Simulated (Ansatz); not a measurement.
HgBr:
```
HgBr
1.0
   -2.33390     2.33390     5.63191
    2.33390    -2.33390     5.63191
    2.33390     2.33390    -5.63191
Hg Br
2 2
Direct
  0.88548   0.88548   0.00000
  0.11452   0.11452   0.00000
  0.65668   0.65668   0.00000
  0.34332   0.34332   0.00000
```

r²SCAN+D4 (plane waves, PAW; program Ansatz) gives a gap of 2.33 eV without spin–orbit coupling, maximum off the standard path, at k = (0.099, -0.333, 0.333), minimum on the Γ–M line, 62 % of the way from Γ.

### Question
What happens when spin–orbit coupling is switched on?

### Answer
The gap drops by 0.01 eV, to 2.32 eV; maximum off the standard path, at k = (0.115, -0.312, 0.312), minimum on the Γ–M line, 62 % of the way from Γ.

### Question
Give the electron effective mass with spin–orbit coupling.

### Answer
0.16, 0.93, 0.93 mₑ (principal values).

### Question
Give the hole effective mass with spin–orbit coupling.

### Answer
0.49, 0.59, 9.2 mₑ (principal values).

Space group I4/mmm. The workflow started from a Materials Project entry (that database holds measured and hypothetical structures alike); the Crystallography Open Database files this formula in space group No. 139, but the cells were not matched. Whether it is the stable phase at ambient conditions was not checked. The r²SCAN+D4 relaxation kept the symmetry of its start; whether a distortion lowers the energy is not shown.

Potentials: the later of the program's two PAW sets.
